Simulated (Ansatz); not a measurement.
**What settings do to one calculation: zincblende alloy of ZnSe and BeSe (6 of 8 Zn sites exchanged), 16 atoms with displaced atoms**

Ansatz (PAW, plane waves), atoms fixed. The base input:

```yaml
crystal:
  lattice:
    - [10.509919, 0.000000, 0.000000]
    - [0.000000, 5.254959, 0.000000]
    - [0.000000, 0.000000, 5.254959]
  atoms:
    - { symbol: Be, position: [0.002489, 0.982327, 0.997915] }
    - { symbol: Be, position: [0.246479, 0.516189, 0.004681] }
    - { symbol: Be, position: [0.744812, 0.500895, 0.006637] }
    - { symbol: Be, position: [0.250564, 0.994773, 0.500856] }
    - { symbol: Be, position: [0.744198, 0.990504, 0.486776] }
    - { symbol: Be, position: [0.503161, 0.505101, 0.507662] }
    - { symbol: Zn, position: [0.504276, 0.999695, 0.994382] }
    - { symbol: Zn, position: [0.995888, 0.501642, 0.496911] }
    - { symbol: Se, position: [0.118147, 0.237018, 0.244239] }
    - { symbol: Se, position: [0.621282, 0.253303, 0.243203] }
    - { symbol: Se, position: [0.370605, 0.738268, 0.256378] }
    - { symbol: Se, position: [0.881392, 0.749484, 0.241503] }
    - { symbol: Se, position: [0.382393, 0.247272, 0.753653] }
    - { symbol: Se, position: [0.879941, 0.246537, 0.737598] }
    - { symbol: Se, position: [0.124457, 0.749451, 0.761773] }
    - { symbol: Se, position: [0.625172, 0.751356, 0.758093] }
kpoints:
  mp_grid: { grid: [2, 2, 2], shift: [0.5, 0.5, 0.5] }
hamiltonian:
  xc: pbesol
scf:
  occupations: { method: fermi_dirac, width: 0.01 }
output:
  forces: true
  eigenvalues: true
  stress: true
  populations: true
```

Command:

```sh
ansatz run in.yaml --threads 7 --pin off --max-ram 13300MiB --runs-dir r --events-out ev --progress --plain
```

It converged in 9 iterations and 6.6 s of wall time on 7 threads of a Neoverse-V2 processor, on a host shared with other runs; peak host memory 0.99 GiB; largest force component 2.15 eV/Å, pressure 2.47 GPa. The cutoff was the default, 420 eV. The base isn't a converged reference: it has few k points, and its atoms are unrelaxed. Each run below changes the keys shown and caps the iterations.

| run | changed | ending | iterations | free energy less the base (meV per atom) | rms change of forces (eV/Å) | change of pressure (GPa) | wall time (s, shared host) |
| --- | --- | --- | --- | --- | --- | --- | --- |
| 1 | occupations methfessel_paxton, max_iter 14, width 0.1 eV | converged | 8 | 0.0 | 0.000 | 0.00 | 4.1 CPU |
| 2 | ecutrho_ratio 3, dispersion d3bjatm, initial_magnetization 8, max_iter 60 | converged | 16 | other zero | 0.002 | -2.00 | 11 CPU |
| 3 | initial_magnetization 4, n_extra_bands 4, max_iter 60 | converged | 15 | 0.0 | 0.000 | 0.00 | 7.4 CPU |
| 4 | mixing beta 0.2, xc_grid 1 (2 is the default), max_iter 70 | converged | 9 | 0.0 | 0.000 | 0.00 | 2.8 CPU |
| 5 | accuracy high, max_iter 100 | converged | 11 | 0.0 | 0.000 | 0.00 | 3.8 CPU |
| 6 | occupations methfessel_paxton, max_iter 80 | converged | 9 | 0.0 | 0.000 | 0.00 | 2.8 CPU |

«Other zero»: another functional, charge or dispersion term moves the zero of energy, so the difference says nothing of accuracy.

Problem. Which changes leave the result alone, and which of the same physical model moves the forces most?

Solution. The forces move by under 0.002 eV/Å in runs 1, 3, 4, 5, 6. Among the runs with the same functional, charge and dispersion term, none moves them by over 0.01 eV/Å.
